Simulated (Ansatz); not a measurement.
Computed with Ansatz, DFT PBE, scalar-relativistic, plane waves, PAW. All cells share a 420 eV cutoff and Γ-centred k meshes spaced about 0.3 Å⁻¹ or finer (0.25 for metals, 2π included). No spin polarisation.

This relaxed GaMo cell comes from a structure search over trial cells.

```
Ga Mo
1.0
     3.29820    0.00000    0.00000
     0.00000    3.29820    0.00000
     0.00000    0.00000    5.71834
Ga Mo
2 2
Cartesian
  0.0000 1.6491 3.5575
  1.6491 0.0000 2.1608
  1.6491 0.0000 5.0519
  0.0000 1.6491 0.6664
```

Question: Is it a true minimum?

Answer: As far as tested, yes. The phonons on a 2×2×1 q mesh of the computed 4-atom cell show no imaginary mode. (Phonon run: 12×12×6 k mesh, Gaussian smearing of 0.10 eV.) After random moves of the atoms it relaxes back. The optical modes at Γ run from 143 to 278 cm⁻¹. Around Ga lie 4 Ga at 2.72 Å, 6 Mo at 2.77–2.89 Å and 4 Ga at 3.30 Å; Mo has 4 Mo at 2.69 Å, 6 Ga at 2.77–2.89 Å and 4 Mo at 3.30 Å.

Phonons of metals hang on the k mesh and the smearing.
